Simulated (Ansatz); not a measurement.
The relaxed structure here is a generated cell of SnO: the first start was made by placing the elements on the sites of a structure type, and the end was not matched to a known phase here, so it may be hypothetical. Known forms of SnO include space group No. 129.

A relaxed cell of SnO (P6₃/mmc (No. 194)), relaxed on a k-mesh at least as fine as the one used below. Level of theory: r2SCAN (plane waves to 500 eV, PAW, scalar-relativistic; Ansatz, a first-principles code). Γ-centred k-mesh 8×4×4 on the run's cell (coarser than for final values), Fermi–Dirac smearing 0.05 eV.

```
SnO
1.0
    3.41250     0.00000     0.00000
   -3.41250     5.91063     0.00000
    0.00000     0.00000     6.44693
Sn O
4 4
Direct
  0.00000   0.00000   0.00000
  0.00000   0.50000   0.00000
  0.00000   0.00000   0.50000
  0.00000   0.50000   0.50000
  0.33333   0.33333   0.25000
  0.33333   0.83333   0.25000
  0.66667   0.16667   0.75000
  0.66667   0.66667   0.75000
```

The atoms are displaced by (Å):

```json
[
 {"atom": "Sn1", "ux": "-0.004", "uy": "0.037", "uz": "0.048"},
 {"atom": "Sn2", "ux": "-0.095", "uy": "-0.008", "uz": "-0.154"},
 {"atom": "Sn3", "ux": "0.055", "uy": "-0.004", "uz": "0.085"},
 {"atom": "Sn4", "ux": "0.001", "uy": "-0.080", "uz": "0.021"},
 {"atom": "O5", "ux": "-0.001", "uy": "0.040", "uz": "-0.034"},
 {"atom": "O6", "ux": "0.000", "uy": "-0.151", "uz": "0.055"},
 {"atom": "O7", "ux": "-0.094", "uy": "-0.029", "uz": "-0.021"},
 {"atom": "O8", "ux": "-0.070", "uy": "-0.034", "uz": "-0.039"}
]
```

Question: What forces (eV/Å) and pressure result?

Answer: 
| atom | Fx | Fy | Fz |
|---|---|---|---|
| Sn1 | -0.06 | -0.16 | 0.94 |
| Sn2 | -0.07 | 0.39 | 1.14 |
| Sn3 | 0.07 | -0.48 | -0.42 |
| Sn4 | 0.15 | 0.46 | -1.64 |
| O5 | 0.06 | -0.30 | -0.17 |
| O6 | -0.23 | 0.22 | 0.01 |
| O7 | -0.07 | -0.29 | 0.27 |
| O8 | 0.14 | 0.15 | -0.13 |

Pressure +0.6 GPa.

The undisplaced cell is probably no minimum: from this displacement the run went on to P4/nmm (No. 129), 0.70 eV/atom below it.

No spin polarisation in the result.
